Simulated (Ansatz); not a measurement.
# Na in Ansatz, vacancy hop by nudged elastic band

input.yaml:

```yaml
crystal:
  lattice:
    - [-4.342064, 4.342064, 4.342064]
    - [4.342064, -4.342064, 4.342064]
    - [4.342064, 4.342064, -4.342064]
  atoms:
    - { symbol: Na, position: [-0.00445343, 0.00088359, -0.00099039] }
    - { symbol: Na, position: [-0.00176752, -1.97e-05, 0.49843846] }
    - { symbol: Na, position: [0.00358476, 0.49647913, 0.49964754] }
    - { symbol: Na, position: [0.50245331, 0.00311655, 0.00077728] }
    - { symbol: Na, position: [0.50130346, 0.00120619, 0.50522292] }
    - { symbol: Na, position: [0.49830418, 0.50160267, -0.00376466] }
    - { symbol: Na, position: [0.50082996, 0.49621716, 0.4964002] }
kpoints:
  mp_grid: { grid: [2, 2, 2] }
magnetization:
  spin_polarized: false
scf:
  occupations: { method: cold, width: 0.15 }
hamiltonian:
  pseudopotentials: { kind: paw }
  xc: pbesol
basis:
  ecutwfc: 420
neb:
  images: 3
  relax_end_points: true
  climbing: true
  f_tol: 0.05
  max_iterations: 40
  order_check: false
  final_atoms:
    - { symbol: Na, position: [-0.00445343, 0.00088359, -0.00099039] }
    - { symbol: Na, position: [-0.00176752, -1.97e-05, 0.49843846] }
    - { symbol: Na, position: [0.00358476, 0.49647913, 0.49964754] }
    - { symbol: Na, position: [0.99913111, 0.50402935, -0.00084819] }
    - { symbol: Na, position: [0.50130346, 0.00120619, 0.50522292] }
    - { symbol: Na, position: [0.49830418, 0.50160267, -0.00376466] }
    - { symbol: Na, position: [0.50082996, 0.49621716, 0.4964002] }
```

Launch command:

```bash
ansatz run input.yaml --threads 4 --pin off --max-ram 8192MiB --backend cpu --events-out ev --progress --plain --runs-dir out
```

Origin of the cell: a database entry, scaled a little.

The cell is 2×2×2 cells of Na with one Na taken out; atom 4 (Na) hops into the empty site, 4.34 Å away before the end points are relaxed. All atoms were shaken by about 0.02 Å first.

Output (shortened):

```
Warning: neb: disabling space-group detection — the band's intermediate images generally break the endpoint symmetry, so no spatial operation reduces the k-mesh or symmetrises the density, ex […]
Pseudopotentials: kind: paw
Pseudopotential: Na, paw, valence charge 9, recommended cutoff 420 eV (normal), Na.paw.azcp
Functional definition: PBEsol
  exchange = pbesol_x
  correlation = pbesol_c
parallel-image band execution: 3 concurrent image workers
NEB image 0
Crystal: 7 atoms, lattice volume = 327.453 Å³
Basis set: ecut = 420 eV, 6459 PW (Γ), exchange–correlation on 108×108×108 points (8 copies of the dense FFT grid, shifted against one another)
Bands: 39, of which v1, the nominal top of the filled ones, is band 32 counted from 1 (31 counted from 0)
Symmetry: 1 space group operations
k-points: 8
[… 2 lines left out …]
Initial density: superposition of atomic densities (neutral atoms: chi_scale 0, normalization atom), corrected by the library's trained network
Functional: x = pbesol(κ = 0.804, μ = 0.123457), c = pbesol(β = 0.046)
SCF iter   1: F=—  HF=-10329.942318 eV  Δρ=1.87e-3  dr2=2.98e-2
SCF iter   2: F=—  HF=-10329.936202 eV  S|Δr|=    0.00e0  Δρ=1.30e-3  dr2=7.24e-3
SCF iter   3: F=—  HF=-10329.934424 eV  S|Δr|=    0.00e0  Δρ=9.32e-4  dr2=2.21e-3
SCF iter   4: F=—  HF=-10329.933257 eV  S|Δr|=    0.00e0  Δρ=9.03e-5  dr2=7.43e-5
SCF iter   5: F=—  HF=-10329.933233 eV  S|Δr|=    0.00e0  Δρ=3.87e-5  dr2=1.39e-5
SCF iter   6: F=—  HF=-10329.933232 eV  S|Δr|=    0.00e0  Δρ=1.23e-5  dr2=1.23e-6
SCF iter   7: F=-10329.933232 eV  HF=-10329.933232 eV  S|Δr|=    0.00e0  Δρ=4.03e-6  dr2=7.56e-8
NEB iter   1: max|band force component| = 1.992e-1 eV/Å  barrier→ = 0.4921 eV  barrier← = 0.4921 eV  CI = image 2  Δτ_max = 0.0664 Å  (45 SCF iters)
NEB iter   2: max|band force component| = 1.594e-1 eV/Å  barrier→ = 0.4263 eV  barrier← = 0.4263 eV  CI = image 2  Δτ_max = 0.1991 Å  (21 SCF iters)
NEB iter   3: max|band force component| = 7.657e-2 eV/Å  barrier→ = 0.3003 eV  barrier← = 0.3003 eV  CI = image 2  Δτ_max = 0.1788 Å  (26 SCF iters)
NEB iter   4: max|band force component| = 2.545e-2 eV/Å  barrier→ = 0.2517 eV  barrier← = 0.2517 eV  CI = image 2  Δτ_max = 0.0837 Å  (24 SCF iters)
NEB iter   5: max|band force component| = 8.848e-2 eV/Å  barrier→ = 0.2466 eV  barrier← = 0.2466 eV  CI = image 2  Δτ_max = 0.0532 Å  (7 SCF iters)
NEB iter   6: max|band force component| = 3.816e-3 eV/Å  barrier→ = 0.2466 eV  barrier← = 0.2466 eV  CI = image 2  Δτ_max = 0.0000 Å  (18 SCF iters)
--- NEB band (5 images, 6 band iterations, 141 SCF iterations, 18 more in tests of the images' electronic states and relaxations of end points) ---
  forward barrier  = 0.246583 eV
  backward barrier = 0.246569 eV
  lagrangian_above_aufbau_ev (what the smearing adds, to first order; not taken off the barriers): saddle image -0.081663 eV, end points -0.019295 and -0.019275 eV
  climbing image's point = of an order that was not read
  energies are F+E_penalty+E_count in eV, relative to image 0
  image     s (Å)  Δ vs image 0  max|band force component| (eV/Å)
      0    0.0000      0.000000                                 —
      1    1.2093      0.068250                          3.816e-3
  *   2    2.4187      0.246583                          1.975e-3
      3    3.6262      0.068568                          3.764e-3
      4    4.8336      0.000015                                 —
```

The converged band:

```
image  path over all atoms (Å)  ΔF (eV)   Na x     y  z (Å)
    0                     0.00    0.000  -2.15  2.17   2.17
    1                     1.21    0.068  -2.16  2.17   3.08
    2                     2.42    0.247  -2.16  2.16   4.34
    3                     3.63    0.069  -2.16  2.16   5.61
    4                     4.83    0.000  -2.16  2.16   6.52
```

Relaxed start, forces in eV/Å:

```xyz
7
Lattice="-4.342 4.342 4.342 4.342 -4.342 4.342 4.342 4.342 -4.342" Properties=species:S:1:pos:R:3:forces:R:3 pbc="T T T" image=0
Na    0.010   -0.022    0.001   -0.001    0.001    0.001
Na    2.160    2.168   -2.173    0.000    0.000    0.000
Na    4.326    0.009    0.008    0.001    0.000    0.000
Na   -2.153    2.169    2.165   -0.001    0.000   -0.001
Na    0.009    4.360   -0.001   -0.001   -0.001    0.001
Na   -0.011   -0.014    4.347    0.000    0.000    0.000
Na    2.150    2.170    2.183    0.001    0.000    0.000
```

Highest image (2), forces in eV/Å:

```xyz
7
Lattice="-4.342 4.342 4.342 4.342 -4.342 4.342 4.342 4.342 -4.342" Properties=species:S:1:pos:R:3:forces:R:3 pbc="T T T" image=2
Na   -0.357    0.347   -0.013    0.000    0.001   -0.001
Na    2.169    2.169   -2.172    0.002    0.000    0.000
Na    4.697    0.360    0.019    0.000   -0.001    0.001
Na   -2.158    2.164    4.344   -0.002    0.000    0.000
Na   -0.359    3.987   -0.014    0.000   -0.001   -0.001
Na    0.357   -0.369    4.359    0.000    0.001    0.001
Na    2.148    2.170    2.176    0.001    0.000    0.000
```

Relaxed end, forces in eV/Å:

```xyz
7
Lattice="-4.342 4.342 4.342 4.342 -4.342 4.342 4.342 4.342 -4.342" Properties=species:S:1:pos:R:3:forces:R:3 pbc="T T T" image=4
Na    0.016   -0.026   -0.009   -0.001    0.000    0.001
Na    2.165    2.167   -2.179    0.000    0.002    0.001
Na    4.325    0.010    0.009    0.001   -0.001    0.000
Na   -2.159    2.159    6.524   -0.001    0.000   -0.001
Na    0.006    4.359   -0.010    0.000   -0.001    0.000
Na    0.000   -0.024    4.356   -0.001    0.000   -0.001
Na    2.149    2.170    2.179    0.001    0.000    0.000
```

Barrier of this path: 0.25 eV forwards, 0.25 eV backwards, after 6 band iterations.

Caveats: no moments, though an odd count or open d shells may carry them; the k mesh is coarse if the cell is a metal; a small cell with a neutral vacancy and no spin, whose shape can make like sites unlike; the cell is held at a rescaled volume, and strain moves barriers; the hop was drawn among near neighbours and need not be the easiest path; few images and a loose tolerance, and neither the top nor the ends were tested for their order.

Time: 30 s on 4 threads of Arm Neoverse V2, on a shared host, peak memory 0.96 GiB, from the program's own first density.
